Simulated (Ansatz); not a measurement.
Computed with Ansatz 0.2.0, DFT PBE, scalar-relativistic, plane waves, PAW. Settings: cutoff 420 eV, Γ-centred meshes spaced at most about 0.3 Å⁻¹, and about 0.25 Å⁻¹ or finer for metals (2π included), Gaussian smearing. No spin polarisation in the final relaxations.

Temperature and zero-point effects are left out. All come from trial cells, and lower structures may exist.

Problem. Order these relaxed structures of NaHfO by energy, lowest first, with the energy over the lowest of them.
A.

```xyz
3
Lattice="3.4948 0.0000 0.0000 0.0000 3.4948 0.0000 0.0000 0.0000 4.1458" Properties=species:S:1:pos:R:3 pbc="T T T"
Na    0.0000    0.0000    0.0000
Hf    1.7474    1.7474    2.0729
O     1.7474    1.7474    0.0000
```

B.

```xyz
3
Lattice="3.5380 0.0000 0.0000 -1.7690 3.0640 0.0000 0.0000 0.0000 6.2189" Properties=species:S:1:pos:R:3 pbc="T T T"
Na    0.0000    0.0000    0.0000
Hf    1.7690    1.0213    3.1095
O     0.0000    2.0426    3.1095
```

C.

```xyz
3
Lattice="3.0836 0.0000 0.0000 0.0000 3.0836 0.0000 0.0000 0.0000 5.8213" Properties=species:S:1:pos:R:3 pbc="T T T"
Na    1.5418    1.5418    2.9107
Hf    0.0000    0.0000    0.0000
O     1.5418    1.5418    0.0000
```

D.

```xyz
6
Lattice="3.1653 0.0000 0.0000 0.0000 5.4407 0.0000 0.0000 0.0000 6.5005" Properties=species:S:1:pos:R:3 pbc="T T T"
Na    1.5827    0.0000    1.8437
Na    0.0000    2.7204    3.1725
Hf    0.0000    0.0000    5.3523
Hf    1.5827    2.7204    6.2310
O     1.5827    4.1361    4.7021
O     1.5827    1.3046    4.7021
```

Solution. D (0 meV/atom), A (109 meV/atom), C (152 meV/atom), B (164 meV/atom). Forms: D Pmm2; A P4/mmm; C P4/mmm; B P-6m2. Counting O atoms around Hf and Na (those within 1.25 times the shortest such distance or 1.15 times the sum of covalent radii, 1.27 where that leaves under three; a plus sign parts nearer from farther groups; the shortest distance is added where it exceeds 1.18 times the sum of covalent radii; a slash parts the counts of unlike sites): D has Na 2+2 from 3.1 Å/4, Hf 2/4; A has Na 4, Hf 2; C has Na 2 from 2.9 Å, Hf 4; B has Na 6 from 3.7 Å, Hf 3.

For metals, differences of a few meV/atom aren't resolved. Spin–orbit coupling, which can matter for Hf, is left out. In P4/mmm at 16.9 Å³/atom, P4/mmm at 18.5 Å³/atom, P-6m2 an odd number of electrons in the primitive cell allows no gap without spin; a larger cell or a magnetic state could open one. A magnetic state wasn't ruled out in cells without spin, among them P4/mmm at 16.9 Å³/atom, P-6m2. Cells relaxed within their symmetry can be saddle points. Some candidate types were left out of the draw beforehand, so a known form may be missing.
